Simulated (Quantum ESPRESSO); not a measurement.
# Band energies of TlBr

```
CELL_PARAMETERS angstrom
      0.00000     3.34204     3.34204
      3.34204     0.00000     3.34204
      3.34204     3.34204     0.00000
ATOMIC_POSITIONS crystal
  Br 0.50000 0.50000 0.50000
  Tl 0.00000 0.00000 0.00000
```

LDA (Quantum ESPRESSO, PseudoDojo norm-conserving, 62 Ry, scalar-relativistic); path ΓXWKΓLUWLK,UX; energies in eV from the valence-band maximum.

```csv
k (1/Å),point,band 6,band 7,band 8,band 9,band 10,band 11,band 12,band 13
0.00,Γ,-9.90,-4.32,-1.56,-1.56,-1.56,6.05,6.05,6.05
0.23,,-9.90,-4.50,-1.64,-1.64,-1.14,4.49,5.78,5.78
0.47,,-9.89,-4.65,-1.83,-1.83,-0.99,3.48,5.60,5.60
0.82,,-9.82,-4.17,-2.68,-2.09,-2.09,4.85,5.72,5.77
0.94,X,-9.81,-4.00,-2.97,-2.11,-2.11,5.06,5.67,5.80
1.06,,-9.81,-4.09,-2.94,-2.14,-1.92,5.04,5.32,5.45
1.29,,-9.82,-4.42,-2.72,-2.39,-1.01,4.02,4.92,4.93
1.41,W,-9.82,-4.47,-2.56,-2.56,-0.81,3.73,4.89,4.89
1.74,K,-9.83,-4.52,-2.74,-1.85,-1.34,3.98,4.92,5.01
1.94,,-9.86,-4.84,-2.43,-1.57,-0.68,3.00,4.42,4.83
2.14,,-9.87,-4.92,-2.09,-1.39,-0.41,2.76,4.26,4.89
2.44,,-9.89,-4.62,-1.69,-1.45,-1.06,4.22,5.09,5.49
2.64,,-9.90,-4.37,-1.58,-1.55,-1.50,5.68,5.89,5.97
2.74,Γ,-9.90,-4.32,-1.56,-1.56,-1.56,6.05,6.05,6.05
2.84,,-9.90,-4.37,-1.56,-1.56,-1.50,5.69,5.91,5.91
3.15,,-9.89,-4.83,-1.49,-1.49,-0.83,3.53,4.81,4.81
3.35,,-9.88,-5.11,-1.43,-1.43,-0.28,2.43,4.23,4.23
3.55,L,-9.88,-5.21,-1.40,-1.40,0.00,1.96,4.02,4.02
3.67,,-9.88,-5.18,-1.52,-1.43,-0.13,2.12,4.08,4.13
3.90,,-9.86,-4.90,-2.20,-1.63,-0.76,3.02,4.49,4.65
4.13,U,-9.83,-4.52,-2.74,-1.85,-1.34,3.98,4.92,5.01
4.46,W,-9.82,-4.47,-2.56,-2.56,-0.81,3.73,4.89,4.89
4.65,,-9.84,-4.67,-2.39,-2.22,-0.76,3.41,4.78,4.81
4.84,,-9.87,-4.99,-1.94,-1.67,-0.52,2.71,4.38,4.51
5.13,L,-9.88,-5.21,-1.40,-1.40,0.00,1.96,4.02,4.02
5.29,,-9.87,-5.14,-1.63,-1.46,-0.24,2.26,4.14,4.23
5.46,,-9.87,-4.93,-2.14,-1.61,-0.71,2.94,4.46,4.62
5.70,K,-9.83,-4.52,-2.74,-1.85,-1.34,3.98,4.92,5.01
5.70,U,-9.83,-4.52,-2.74,-1.85,-1.34,3.98,4.92,5.01
5.78,,-9.82,-4.35,-2.84,-1.96,-1.62,4.47,4.97,5.30
6.03,X,-9.81,-4.00,-2.97,-2.11,-2.11,5.06,5.67,5.80
```

The LDA gap is direct, 1.96 eV at L.

Spin-orbit coupling is left out; with 6p states at a band edge it can lower the gap by many tenths of an eV, most of a small gap.

Geometry of the Materials Project entry, not relaxed at this level.

This is not the ordinary phase of the substance; no match was found in the copy of COD used, and its stability was not checked.
